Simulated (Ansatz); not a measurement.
An Ansatz (a quantum-chemistry and plane-wave program) run. Input:

Ansatz 0.2 input:
```yaml
crystal:
  lattice:
    - [1.4964787019, 0.8639923814, 7.32781452]
    - [-1.4964787019, 0.8639923814, 7.32781452]
    - [0.0, -1.7279847627, 7.32781452]
  atoms:
    - { symbol: Li, position: [0.7777589581, 0.7777589581, 0.7777589581] }
    - { symbol: Li, position: [0.2222410419, 0.2222410419, 0.2222410419] }
    - { symbol: Li, position: [0.0, 0.0, 0.0] }
kpoints:
  mp_grid: { grid: [23, 23, 23] }
hamiltonian:
  xc: lda
  pseudopotentials: { kind: paw }
scf:
  occupations: { method: fermi_dirac, width: 0.1 }
elastic: { mode: relaxed_ion, stencil: two_point, amplitude: 0.005, f_tol: 0.0005 }
```

Output (shortened):

```
Pseudopotential: Li, paw, valence charge 3
Functional definition: SPW92
Crystal: 3 atoms, lattice volume = 56.847 Å³
Basis set: ecut = 420 eV, 1099 PW (Γ)
Bands: 9, of which v1, the nominal top of the filled ones, is band 5 counted from 1 (4 counted from 0)
Symmetry: 12 space group operations
Space group: R-3m (ITA 166), of the structure as read, at distance tolerance 3.8e-5 Å
k-points: 1156 of 12167
SCF 1 converged in 8 iterations: F = -604.950214 eV  dr2 = 6.03e-14
Crystal: 3 atoms, lattice volume = 56.563 Å³
Basis set: ecut = 420 eV, 1095 PW (Γ)
Symmetry: 4 space group operations
k-points: 3180 of 12167
SCF 2 converged in 8 iterations: F = -604.950063 eV  dr2 = 1.62e-15
relax step   1: F+E_penalty+E_count = -604.95006311 eV  Δ(F+E_penalty+E_count) = +0.000e0 eV  max|allowed force component| = 2.109e-3 eV/Å  Δτ_max = 0.0000 Å  (8 SCF iters, accepted)
Crystal: 3 atoms, lattice volume = 56.563 Å³
SCF 3 converged in 7 iterations: F = -604.950075 eV  dr2 = 1.24e-15
relax step   2: F+E_penalty+E_count = -604.95007472 eV  Δ(F+E_penalty+E_count) = -1.160e-5 eV  max|allowed force component| = 9.961e-4 eV/Å  Δτ_max = 0.0037 Å  (7 SCF iters, accepted)
Crystal: 3 atoms, lattice volume = 56.563 Å³
SCF 4 converged in 7 iterations: F = -604.950078 eV  dr2 = 5.00e-15
relax step   3: F+E_penalty+E_count = -604.95007788 eV  Δ(F+E_penalty+E_count) = -3.159e-6 eV  max|allowed force component| = 2.059e-4 eV/Å  Δτ_max = 0.0026 Å  (7 SCF iters, accepted)
Crystal: 3 atoms, lattice volume = 56.563 Å³
SCF 5 converged in 2 iterations: F = -604.950078 eV  dr2 = 1.38e-14
Crystal: 3 atoms, lattice volume = 57.131 Å³
SCF 6 converged in 8 iterations: F = -604.950124 eV  dr2 = 3.11e-15
relax step   1: F+E_penalty+E_count = -604.95012383 eV  Δ(F+E_penalty+E_count) = +0.000e0 eV  max|allowed force component| = 2.142e-3 eV/Å  Δτ_max = 0.0000 Å  (8 SCF iters, accepted)
Crystal: 3 atoms, lattice volume = 57.131 Å³
SCF 7 converged in 6 iterations: F = -604.950139 eV  dr2 = 6.15e-14
relax step   2: F+E_penalty+E_count = -604.95013930 eV  Δ(F+E_penalty+E_count) = -1.547e-5 eV  max|allowed force component| = 3.977e-5 eV/Å  Δτ_max = 0.0071 Å  (6 SCF iters, accepted)
Crystal: 3 atoms, lattice volume = 57.131 Å³
SCF 8 converged in 2 iterations: F = -604.950139 eV  dr2 = 1.22e-14
Crystal: 3 atoms, lattice volume = 56.563 Å³
Basis set: ecut = 420 eV, 1087 PW (Γ)
SCF 9 converged in 8 iterations: F = -604.949997 eV  dr2 = 5.75e-15
relax step   1: F+E_penalty+E_count = -604.94999709 eV  Δ(F+E_penalty+E_count) = +0.000e0 eV  max|allowed force component| = 8.147e-5 eV/Å  Δτ_max = 0.0000 Å  (8 SCF iters, accepted)
Crystal: 3 atoms, lattice volume = 56.563 Å³
SCF 10 converged in 2 iterations: F = -604.949997 eV  dr2 = 8.04e-16
Crystal: 3 atoms, lattice volume = 57.131 Å³
SCF 11 converged in 8 iterations: F = -604.950162 eV  dr2 = 3.36e-15
relax step   1: F+E_penalty+E_count = -604.95016160 eV  Δ(F+E_penalty+E_count) = +0.000e0 eV  max|allowed force component| = 5.316e-6 eV/Å  Δτ_max = 0.0000 Å  (8 SCF iters, accepted)
Crystal: 3 atoms, lattice volume = 57.131 Å³
SCF 12 converged in 2 iterations: F = -604.950162 eV  dr2 = 7.06e-16
Crystal: 3 atoms, lattice volume = 56.846 Å³
Basis set: ecut = 420 eV, 1093 PW (Γ)
SCF 13 converged in 8 iterations: F = -604.950192 eV  dr2 = 8.71e-15
relax step   1: F+E_penalty+E_count = -604.95019151 eV  Δ(F+E_penalty+E_count) = +0.000e0 eV  max|allowed force component| = 4.264e-5 eV/Å  Δτ_max = 0.0000 Å  (8 SCF iters, accepted)
Crystal: 3 atoms, lattice volume = 56.846 Å³
SCF 14 converged in 2 iterations: F = -604.950192 eV  dr2 = 3.75e-15
Crystal: 3 atoms, lattice volume = 56.846 Å³
SCF 15 converged in 7 iterations: F = -604.950191 eV  dr2 = 7.92e-14
relax step   1: F+E_penalty+E_count = -604.95019138 eV  Δ(F+E_penalty+E_count) = +0.000e0 eV  max|allowed force component| = 4.504e-5 eV/Å  Δτ_max = 0.0000 Å  (7 SCF iters, accepted)
Crystal: 3 atoms, lattice volume = 56.846 Å³
SCF 16 converged in 3 iterations: F = -604.950191 eV  dr2 = 3.79e-14
SCF converged after 8 iterations
Free energy (F): -604.950214 eV
Harris-Foulkes:  -604.950214 eV  (|F-HF|=1.14e-13)
Internal energy: -604.903062 eV  (E = F + TS)
E sigma→0 (E₀):  -604.926638 eV
Entropy (-TS):   -0.047153 eV (-15.718 meV/atom)
Fermi energy:    1.112499 eV
--- Per-component energies (eV) ---
  E_band       = -266.892539
  E_kinetic    = 64.216272
  E_local      = -389.093938  (includes V_loc(G=0)·N_el)
  E_nonlocal   = -99.180695
  E_hartree    = 115.014006
  E_xc         = -29.841381
  E_vxc        = -38.887238  (∫ρ·V_xc dr)
  E_paw        = -55.420427  (= ΣΔE_a)
  E_vpaw       = -33.974964  (= ΣTr[D̂ρ^β])
  E_aug_tail   = 0.000010  (compensation charges beyond the density's cutoff)
  E_ewald      = -210.596910
  E_smearing   = -0.047153  (= −TS)
  E_closure    = 0.000000  (closes the sum)
  Σ components = -604.950214   (vs F -604.950214, Δ=0.00e0)
--- Forces (eV/Å), atoms counted from 1 ---
  atom   1  Li     0.00000000     0.00000000    -0.00004192
  atom   2  Li     0.00000000     0.00000000     0.00004192
  atom   3  Li     0.00000000     0.00000000     0.00000000
  max |Σ_I F_I| component: 0.0 eV/Å
--- Stress (GPa, compression-positive) ---
        0.016493       0.000000       0.000000
        0.000000       0.016493       0.000000
        0.000000       0.000000       0.046192
  P = ⅓ Tr σ = 0.0264 GPa (0.264 kbar)
--- Band table (eV; the first three rows and the last of 1156) ---
  k-point 0: bands = ["-44.3751", "-44.3554", "-44.3553", "-2.4662", "-0.4969", "-0.4963", "7.0933", "7.0976", "14.3333"]
  k-point 1: bands = ["-44.3746", "-44.3554", "-44.3548", "-2.4356", "-0.5181", "-0.4084", "6.9859", "7.2375", "13.8855"]
  k-point 2: bands = ["-44.3734", "-44.3550", "-44.3537", "-2.3438", "-0.4741", "-0.2531", "6.9050", "7.4127", "12.9833"]
  k-point 1155: bands = ["-44.3683", "-44.3679", "-44.3486", "-1.9508", "-1.9218", "1.1061", "4.3118", "11.9781", "12.1288"]
--- Elastic constants: 3 strain directions × 2 members + reference (group order 12) ---
  dense FFT box of the reference and of every strained cell: 54×54×54
  strains applied: 11, 33, 23; error gains …
  C = ∂σ_k/∂η_j (tension-positive GPa; Voigt order 11 22 33 23 13 12):
        23.811     13.722      7.458      1.503      0.000      0.000
        13.722     23.811      7.458     -1.503      0.000      0.000
         7.491      7.491     30.418      0.000      0.000      0.000
         1.501     -1.501      0.000      5.121      0.000      0.000
         0.000      0.000      0.000      0.000      5.121      1.501
         0.000      0.000      0.000      0.000      1.503      5.044
  reference stress σ⁰ (GPa):     -0.016     -0.016     -0.046      0.000      0.000      0.000
  moduli (Voigt/Reuss/Hill, GPa): K = 15.04/15.04/15.04   G = 6.35/5.26/5.81   E = 15.43   ν = 0.329
  mechanically stable: yes (min eigenvalue of sym C = 3.58 GPa)
  strain η (Voigt 11):  stress-route row diagonal C_11 = 23.81 GPa, energy-path curvature d²(F+E_count+ΔE)/dδ²/Ω₀ = 23.82 GPa
         δ    σ_11 (GPa)             F (eV)   n_scf  n_hpsi   n_pw
    -5.000e-3      -0.1377        -604.9500779       2  323625   1127   relax 3 steps, max|allowed force component| 2.06e-4 eV/Å
     5.000e-3       0.1004        -604.9501393       2  324001   1138   relax 2 steps, max|allowed force component| 3.98e-5 eV/Å
  strain η (Voigt 33):  stress-route row diagonal C_33 = 30.42 GPa, energy-path curvature d²(F+E_count+ΔE)/dδ²/Ω₀ = 30.41 GPa
         δ    σ_33 (GPa)             F (eV)   n_scf  n_hpsi   n_pw
    -5.000e-3      -0.1987        -604.9499971       2  118491   1126   relax 1 steps, max|allowed force component| 8.15e-5 eV/Å
     5.000e-3       0.1055        -604.9501616       2  118219   1138   relax 1 steps, max|allowed force component| 5.32e-6 eV/Å
  strain η (Voigt 23):  stress-route row diagonal C_44 = 5.12 GPa, energy-path curvature d²(F+E_count+ΔE)/dδ²/Ω₀ = 5.14 GPa
         δ    σ_23 (GPa)             F (eV)   n_scf  n_hpsi   n_pw
    -5.000e-3      -0.0255        -604.9501915       2  323900   1133   relax 1 steps, max|allowed force component| 4.26e-5 eV/Å
     5.000e-3       0.0257        -604.9501914       3  400797   1134   relax 1 steps, max|allowed force component| 4.50e-5 eV/Å
```

Cost: about 14 core-minutes (a rough figure) on shared cores.

The first step of the workflow began from a Materials Project structure, measured or hypothetical; the Crystallography Open Database files this formula in space group No. 166, but the cells were not matched. It is not the phase usual at ambient conditions (space group No. 229). Symmetry was held in the LDA relaxation; of distortions, only those at the zone centre were tested. As this level gives no gap, shear constants depend on the k-mesh and smearing (Fermi–Dirac, 0.1 eV here). Axis ratios of metals converge slowly with the k-mesh, so a and c are less sure than the volume.

Potentials: the later of the program's two PAW sets.

Ansatz is a plane-wave DFT program.
